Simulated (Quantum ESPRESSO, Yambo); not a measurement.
AgCl (space group P2_1/m, No. 11). Cell and atoms were relaxed with PBEsol from Materials Project entry mp-570687, within its symmetry. Chain: PBEsol (pw.x of Quantum ESPRESSO, ONCV potentials, scalar-relativistic); G0W0 in Yambo (4×4×2 Γ-centred k mesh, bands 9 to 136 and a 7 Ry block in the screening, 136 bands in G with the Bruneval-Gonze terminator, plasmon pole fitted at 27.2 eV); BSE (4×4×4 mesh, 16 valence and 8 conduction bands, static screening with 58 bands and a 4 Ry block, scissor 1.57 eV, Tamm-Dancoff).

```yaml
PBEsol gap (dense path): 0.68 eV
PBEsol gap (-0.5, 0, -0.5) → Γ on the GW mesh: 0.68 eV
PBEsol smallest direct gap on the GW mesh, at Γ: 2.39 eV
G0W0 direct gap at that point: 3.96 eV
G0W0 correction to the gap (-0.5, 0, -0.5) → Γ: 1.48 eV
lowest_exciton: no binding energy given (see below)
```

Rough cost of the Yambo steps against G0W0 for 14 states: BSE within a factor of two.

Nearest settings tried, and what they do to the gap: 92 bands in G: +8 meV; 70 bands in W: +138 meV; 6 Ry block (129 vectors against 167): -23 meV. Not varied: mesh. So the settings aren't converged at that level. The BSE states are vertical excitations (zero momentum); the indirect quasiparticle gap, about 2.16 eV, is smaller than the direct one (3.96 eV on the GW mesh). The lowest state covers only about 1 of the 64 k points, so the mesh doesn't resolve it: its energy and its distance from the direct gap are mesh artefacts. An extended exciton needs a far denser mesh. Axes are Cartesian, with cell vectors (Å) (3.85, 0.00, -0.05), (0.00, 3.84, 0.00), (-0.61, 0.00, 5.38).

Spin-orbit splittings are left out.

This is not the ordinary phase of the substance; no match was found in the copy of COD used, and its stability was not checked.
